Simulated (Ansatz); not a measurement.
**CdSe (wurtzite), frozen-phonon scan**

CdSe (wurtzite)

```yaml
crystal:
  lattice:
    - [8.76543, 0.00000, 0.00000]
    - [-2.19136, 3.79554, 0.00000]
    - [0.00000, 0.00000, 7.15447]
  atoms:
    - { symbol: Cd, position: [0.33333, 0.33333, 0.00047] }
    - { symbol: Cd, position: [0.83333, 0.33333, 0.00047] }
    - { symbol: Cd, position: [0.16667, 0.66667, 0.50047] }
    - { symbol: Cd, position: [0.66667, 0.66667, 0.50047] }
    - { symbol: Se, position: [0.33333, 0.33333, 0.62473] }
    - { symbol: Se, position: [0.83333, 0.33333, 0.62473] }
    - { symbol: Se, position: [0.16667, 0.66667, 0.12473] }
    - { symbol: Se, position: [0.66667, 0.66667, 0.12473] }
```

A phonon eigenvector at M = (0.5, 0.0, 0.0) is frozen into this cell: atom i moves by Q times the vector below, so Q is the largest atomic displacement, in Å. The cell is held. (q is in reciprocal vectors of the primitive cell; the cell shown is doubled to hold the pattern.)

```csv
atom,x,y,z
Cd1,-0.248,-0.143,-0.341
Cd2,0.248,0.143,0.341
Cd3,0.248,0.143,-0.341
Cd4,-0.248,-0.143,0.341
Se5,0.849,0.490,0.195
Se6,-0.849,-0.490,-0.195
Se7,-0.849,-0.490,0.195
Se8,0.849,0.490,-0.195
```

Method: PBE (plane waves to 420 eV, PAW, scalar-relativistic; Ansatz, a program for electronic structure). k mesh 9×9×5 (Γ-centred), Fermi-Dirac smearing 0.05 eV. The energy includes the smearing's −TS. Compression counts positive. CdSe was relaxed with its symmetry unable to fall. The zero of ΔE is the undisplaced structure.

```json
[
 {"Q (Å)": "-0.100", "ΔE (meV/cell)": "222.2", "P (GPa)": "0.39", "−dE/dQ from forces (eV/Å)": "4.485"},
 {"Q (Å)": "-0.083", "ΔE (meV/cell)": "153.9", "P (GPa)": "0.27", "−dE/dQ from forces (eV/Å)": "3.716"},
 {"Q (Å)": "-0.067", "ΔE (meV/cell)": "98.3", "P (GPa)": "0.17", "−dE/dQ from forces (eV/Å)": "2.960"},
 {"Q (Å)": "-0.050", "ΔE (meV/cell)": "55.2", "P (GPa)": "0.10", "−dE/dQ from forces (eV/Å)": "2.212"},
 {"Q (Å)": "-0.033", "ΔE (meV/cell)": "24.5", "P (GPa)": "0.05", "−dE/dQ from forces (eV/Å)": "1.471"},
 {"Q (Å)": "-0.017", "ΔE (meV/cell)": "6.1", "P (GPa)": "0.02", "−dE/dQ from forces (eV/Å)": "0.734"},
 {"Q (Å)": "0.000", "ΔE (meV/cell)": "0.0", "P (GPa)": "0.01", "−dE/dQ from forces (eV/Å)": "0.000"},
 {"Q (Å)": "0.017", "ΔE (meV/cell)": "6.1", "P (GPa)": "0.02", "−dE/dQ from forces (eV/Å)": "-0.734"},
 {"Q (Å)": "0.033", "ΔE (meV/cell)": "24.5", "P (GPa)": "0.05", "−dE/dQ from forces (eV/Å)": "-1.471"},
 {"Q (Å)": "0.050", "ΔE (meV/cell)": "55.2", "P (GPa)": "0.10", "−dE/dQ from forces (eV/Å)": "-2.212"},
 {"Q (Å)": "0.067", "ΔE (meV/cell)": "98.3", "P (GPa)": "0.17", "−dE/dQ from forces (eV/Å)": "-2.960"},
 {"Q (Å)": "0.083", "ΔE (meV/cell)": "153.9", "P (GPa)": "0.27", "−dE/dQ from forces (eV/Å)": "-3.716"},
 {"Q (Å)": "0.100", "ΔE (meV/cell)": "222.2", "P (GPa)": "0.39", "−dE/dQ from forces (eV/Å)": "-4.485"}
]
```

Summary:

```
Quantity                                                                                                              Value
-----------------------------------------------------------  --------------------------------------------------------------
Energy at Q = 0.100 Å                                                                                        222.2 meV/cell
Space group of the distorted cell                                                      Pmn2_1 (No. 31), lowered from P6_3mc
Symmetry of the curve                                                                         even: the same for both signs
Shape of the curve                                           a single well with its minimum at or next to zero displacement
Harmonic wavenumber from the curvature (finite differences)                                                        172 cm⁻¹
Wavenumber by perturbation theory (DFPT, on another k mesh)                                                        172 cm⁻¹
```

(For displaced atoms, the force is minus the slope of the energy, and its curvature is a force constant, which sets phonon frequencies.)
